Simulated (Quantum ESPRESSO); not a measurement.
## Zr3GaO7F (input and log of a self-consistent run)

Computed values, not a measurement. The program is pw.x of Quantum ESPRESSO 7.5 (plane-wave density functional theory). The cell is made up: 12 atoms on a fluorite lattice, with randomly drawn elements, strain and displacements, not relaxed. PseudoDojo standard norm-conserving files (v0.5 for PBE, v0.4.1 for LDA and PBEsol) set the functional; there is no spin polarisation, spin-orbit coupling or dispersion term, and the masses in the input are unused placeholders.

Input:

```
&control calculation='scf', pseudo_dir='./dojo.nc.sr.pbe.v0_5.standard.upf', outdir='./o', disk_io='low', tprnfor=.true., tstress=.true. /
&system ibrav=0, nat=12, ntyp=4, nbnd=55, ecutwfc=107.82251126, nosym=.true., tot_charge=0,
 occupations='smearing', smearing='fd', degauss=0.0018374661
/
&electrons conv_thr=7.350e-09, electron_maxstep=60, /
ATOMIC_SPECIES
F 1.0 F.upf
Ga 1.0 Ga.upf
O 1.0 O.upf
Zr 1.0 Zr.upf
CELL_PARAMETERS angstrom
5.0792 0.0719 0.031
0.0719 5.1411 0.0367
0.031 0.0367 5.0356
ATOMIC_POSITIONS angstrom
Zr -0.1982 -0.0455 -0.0535
Zr -0.0064 2.6244 2.4783
Zr 2.6259 0.114 2.3995
Ga 2.6977 2.718 0.0546
O 1.3695 1.4665 1.4635
F 1.2142 1.46 3.7112
O 1.1983 3.932 1.2735
O 1.4187 4.0079 3.8641
O 3.9452 1.4344 1.225
O 3.802 1.5032 3.7701
O 3.8142 3.9705 1.3428
O 4.0122 3.9047 3.8638
K_POINTS automatic
6 6 6 1 1 1
```

The log is shortened where brackets say so; the opening notice, blank lines, dates and the lines on written files are dropped, and the path of the files is cut. It prints rydbergs, bohrs and kilobars, and counts compression as positive stress. With no partly filled state, the Fermi energy that it prints is only some level between the filled and the empty states on the mesh, and need not lie in the true gap.

```
     Program PWSCF v.7.5
     Parallel version (MPI & OpenMP), running on       4 processor cores
     Number of MPI processes:                 4
     Threads/MPI process:                     1
     [start-up lines left out]
     bravais-lattice index     =            0
     lattice parameter (alat)  =       9.5994  a.u.
     unit-cell volume          =     887.1046 (a.u.)^3
     number of atoms/cell      =           12
     number of atomic types    =            4
     number of electrons       =        98.00
     number of Kohn-Sham states=           55
     kinetic-energy cutoff     =     107.8225  Ry
     charge density cutoff     =     431.2900  Ry
     scf convergence threshold =      7.3E-09
     mixing beta               =       0.7000
     number of iterations used =            8  plain     mixing
     Exchange-correlation= PBE
                           (   1   4   3   4   0   0   0)
     [axes and pseudopotential details left out]
   Cartesian axes
     site n.     atom                  positions (alat units)
         1        Zr     tau(   1) = (  -0.0390173  -0.0089570  -0.0105319  )
         2        Zr     tau(   2) = (  -0.0012599   0.5166342   0.4878732  )
         3        Zr     tau(   3) = (   0.5169294   0.0224418   0.4723608  )
         4        Ga     tau(   4) = (   0.5310639   0.5350601   0.0107484  )
         5        O      tau(   5) = (   0.2695970   0.2886923   0.2881017  )
         6        F      tau(   6) = (   0.2390250   0.2874127   0.7305794  )
         7        O      tau(   7) = (   0.2358950   0.7740457   0.2506987  )
         8        O      tau(   8) = (   0.2792825   0.7889872   0.7606790  )
         9        O      tau(   9) = (   0.7766442   0.2823731   0.2411511  )
        10        O      tau(  10) = (   0.7484542   0.2959170   0.7421744  )
        11        O      tau(  11) = (   0.7508558   0.7816247   0.2643409  )
        12        O      tau(  12) = (   0.7898337   0.7686715   0.7606200  )
     number of k points=   108  Fermi-Dirac smearing, width (Ry)=  0.0018
     Number of k-points >= 100: set verbosity='high' to print them.
     Dense  grid:   134183 G-vectors     FFT dimensions: (  64,  72,  64)
     Estimated max dynamical RAM per process >     591.16 MB
     Estimated total dynamical RAM >       2.21 GB
     Initial potential from superposition of free atoms
     starting charge      97.9902, renormalised to      98.0000
     Starting wfcs are   71 randomized atomic wfcs
     total cpu time spent up to now is       15.3 secs
     per-process dynamical memory:   507.7 Mb
     Self-consistent Calculation
     iteration #  1     ecut=   107.82 Ry     beta= 0.70
     Davidson diagonalization with overlap
     ethr =  1.00E-02,  avg # of iterations =  2.0
     total cpu time spent up to now is       43.6 secs
     total energy              =    -736.67362123 Ry
     estimated scf accuracy    <       4.15656107 Ry
     iteration #  2     ecut=   107.82 Ry     beta= 0.70
     Davidson diagonalization with overlap
     ethr =  4.24E-03,  avg # of iterations =  6.4
     total cpu time spent up to now is       84.8 secs
     total energy              =    -735.80314581 Ry
     estimated scf accuracy    <      12.92402104 Ry
     iteration #  3     ecut=   107.82 Ry     beta= 0.70
     Davidson diagonalization with overlap
     ethr =  4.24E-03,  avg # of iterations =  4.2
     total cpu time spent up to now is      121.3 secs
     total energy              =    -738.65859207 Ry
     estimated scf accuracy    <       0.69782884 Ry
     iteration #  4     ecut=   107.82 Ry     beta= 0.70
     Davidson diagonalization with overlap
     ethr =  7.12E-04,  avg # of iterations =  2.1
     total cpu time spent up to now is      151.4 secs
     total energy              =    -738.71073425 Ry
     estimated scf accuracy    <       0.17683639 Ry
     iteration #  5     ecut=   107.82 Ry     beta= 0.70
     Davidson diagonalization with overlap
     ethr =  1.80E-04,  avg # of iterations =  3.3
     total cpu time spent up to now is      180.2 secs
     total energy              =    -738.70037052 Ry
     estimated scf accuracy    <       0.05470621 Ry
     [iterations 6 to 10 left out]
     iteration # 11     ecut=   107.82 Ry     beta= 0.70
     Davidson diagonalization with overlap
     ethr =  1.93E-08,  avg # of iterations =  2.0
     total cpu time spent up to now is      386.8 secs
     total energy              =    -738.71589993 Ry
     estimated scf accuracy    <       0.00000768 Ry
     iteration # 12     ecut=   107.82 Ry     beta= 0.70
     Davidson diagonalization with overlap
     ethr =  7.84E-09,  avg # of iterations =  2.1
     total cpu time spent up to now is      415.7 secs
     total energy              =    -738.71590058 Ry
     estimated scf accuracy    <       0.00000098 Ry
     iteration # 13     ecut=   107.82 Ry     beta= 0.70
     Davidson diagonalization with overlap
     ethr =  9.98E-10,  avg # of iterations =  4.1
     total cpu time spent up to now is      452.2 secs
     total energy              =    -738.71590088 Ry
     estimated scf accuracy    <       0.00000013 Ry
     iteration # 14     ecut=   107.82 Ry     beta= 0.70
     Davidson diagonalization with overlap
     ethr =  1.38E-10,  avg # of iterations =  2.3
     total cpu time spent up to now is      481.8 secs
     total energy              =    -738.71590090 Ry
     estimated scf accuracy    <       0.00000002 Ry
     iteration # 15     ecut=   107.82 Ry     beta= 0.70
     Davidson diagonalization with overlap
     ethr =  1.62E-11,  avg # of iterations =  4.3
     total cpu time spent up to now is      517.5 secs
     End of self-consistent calculation
     Number of k-points >= 100: set verbosity='high' to print the bands.
     the Fermi energy is    12.1503 ev
!    total energy              =    -738.71590090 Ry
     estimated scf accuracy    <          5.3E-09 Ry
     smearing contrib. (-TS)   =      -0.00000000 Ry
     internal energy E=F+TS    =    -738.71590090 Ry
     The total energy is F=E-TS. E is the sum of the following terms:
     one-electron contribution =    -150.41782460 Ry
     hartree contribution      =     144.71703819 Ry
     xc contribution           =    -172.35888326 Ry
     ewald contribution        =    -560.65623123 Ry
     convergence has been achieved in  15 iterations
     Forces acting on atoms (cartesian axes, Ry/au):
     atom    1 type  4   force =     0.10218926   -0.02581284    0.00698059
     atom    2 type  4   force =     0.04703701    0.04662303   -0.02711891
     atom    3 type  4   force =    -0.08424909   -0.00664177    0.03865292
     atom    4 type  2   force =    -0.03725650    0.02359181   -0.00073360
     atom    5 type  3   force =     0.05503250   -0.03607904   -0.08202607
     atom    6 type  1   force =     0.00715207   -0.03805748    0.08627277
     atom    7 type  3   force =     0.01992699    0.04092402    0.01020912
     atom    8 type  3   force =     0.04492919    0.00258598   -0.01752034
     atom    9 type  3   force =    -0.02685737   -0.00795619   -0.00186586
     atom   10 type  3   force =    -0.05364027   -0.05274480    0.00641074
     atom   11 type  3   force =    -0.03295355    0.00460262   -0.02737744
     atom   12 type  3   force =    -0.04131024    0.04896466    0.00811610
     Total force =     0.252755     Total SCF correction =     0.000236
     Computing stress (Cartesian axis) and pressure
          total   stress  (Ry/bohr**3)                   (kbar)     P=       65.60
   0.00045197  -0.00012042  -0.00010953           66.49      -17.72      -16.11
  -0.00012042   0.00008461   0.00013480          -17.72       12.45       19.83
  -0.00010953   0.00013480   0.00080121          -16.11       19.83      117.86
     init_run     :     14.70s CPU     15.26s WALL (       1 calls)
     electrons    :    498.42s CPU    502.17s WALL (       1 calls)
     forces       :      4.41s CPU      4.45s WALL (       1 calls)
     stress       :     15.12s CPU     15.56s WALL (       1 calls)
     [timing details left out]
     PWSCF        :   8m52.81s CPU   8m57.70s WALL
     JOB DONE.
```

In other units: free energy -10050.742 eV for the cell, pressure 6.56 GPa, largest force component 2.627 eV/Å. This run is the check on a run of the same cell at a cutoff of 1143 eV and k mesh 4 x 4 x 4: rerunning at a cutoff of 1467 eV and k mesh 6 x 6 x 6 moved values by no more than 0.002 eV in energy, 0.05 GPa in stress and 0.006 eV/Å in force.